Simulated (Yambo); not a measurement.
Material: RbCaH$_{3}$ (cubic perovskite, space group Pm-3m, No. 221); a = 4.521 Å, b = 4.521 Å, c = 4.521 Å, α = 90.00°, β = 90.00°, γ = 90.00° (5 atoms in the cell). The geometry is that of Materials Project entry mp-23949, symmetrised and not relaxed again.

With norm-conserving LDA (Quantum ESPRESSO, 74 Ry, scalar-relativistic), the gap between the mesh's edge points (M → M) is 2.918 eV.

Question: By how much does one-shot G0W0 (Yambo; 4×4×4 Γ-centred k mesh, 162 bands and a 8 Ry block in the screening, 162 bands in G with the Bruneval-Gonze terminator, plasmon pole fitted at 27.2 eV) open this gap, and what gap results?

Answer: The correction is 2.717 eV, giving 5.635 eV, 1.9 times the LDA value.  Nearest settings tried, and what they do to the gap: 123 bands in W, 123 bands in G: -9 meV; 6 Ry block (179 vectors against 257): -48 meV; 2×2×2 mesh: -179 meV. So the settings aren't converged at that level. The cell is held in this high symmetry; tilts and polar distortions were not searched.
